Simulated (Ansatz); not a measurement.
**Structure types of Ti compared at 17 GPa**

Structure types of Ti are relaxed in primitive cells with their symmetry kept at 17 GPa, first on PAW files, then by LAPW. The enthalpy is E + pV at zero temperature, without zero-point motion. Only the types listed were tried, and differences under about 5 meV/atom are mesh noise. The real phase may be another.

Level of theory: DFT with LDA, scalar-relativistic, in Ansatz 0.2.0; Fermi–Dirac smearing of 0.05 eV, no spin polarisation. LAPW: all electrons, basis error target 0.5 meV/atom; PAW: frozen-core files, cutoff 420 eV.

k meshes: fcc 17×17×17, bcc 18×18×18, hcp 16×16×9, omega 9×9×12, beta tin 17×17×17, sc 15×15×15.

The PAW files were made under PBE.

```json
{"start type": "fcc", "ends as": "fcc, Fm-3m", "a, b, c (Å)": "3.851, 3.851, 3.851", "V (Å³/atom)": "14.28", "H − H(lowest), LAPW (meV/atom)": "?"}
{"start type": "bcc", "ends as": "bcc, Im-3m", "a, b, c (Å)": "3.042, 3.042, 3.042", "V (Å³/atom)": "14.08", "H − H(lowest), LAPW (meV/atom)": "?"}
{"start type": "hcp", "ends as": "hcp, P6_3/mmc", "a, b, c (Å)": "2.754, 2.754, 4.389", "V (Å³/atom)": "14.42", "H − H(lowest), LAPW (meV/atom)": "49.1"}
{"start type": "omega", "ends as": "omega, P6/mmm", "a, b, c (Å)": "4.283, 4.283, 2.681", "V (Å³/atom)": "14.20", "H − H(lowest), LAPW (meV/atom)": "0.0"}
{"start type": "beta tin", "ends as": "beta tin, I4_1/amd", "a, b, c (Å)": "4.592, 4.592, 2.663", "V (Å³/atom)": "14.04", "H − H(lowest), LAPW (meV/atom)": "397.1"}
{"start type": "sc", "ends as": "sc, Pm-3m", "a, b, c (Å)": "2.431, 2.431, 2.431", "V (Å³/atom)": "14.37", "H − H(lowest), LAPW (meV/atom)": "857.4"}
```

Task: What belongs in the row "bcc", column "H − H(lowest), LAPW (meV/atom)"?

Result: 106.3.

Task: What belongs in the row "fcc", column "H − H(lowest), LAPW (meV/atom)"?

Result: 87.6.

Task: Split the lead of omega over hcp into energy and pV.

Result: For hcp less omega: ΔE = +25.9 meV/atom, and p·ΔV = 17 GPa × +0.2193 Å³ × 6.242 meV/(GPa·Å³) = +23.3 meV/atom, together 49.2 meV/atom. omega wins on both counts.
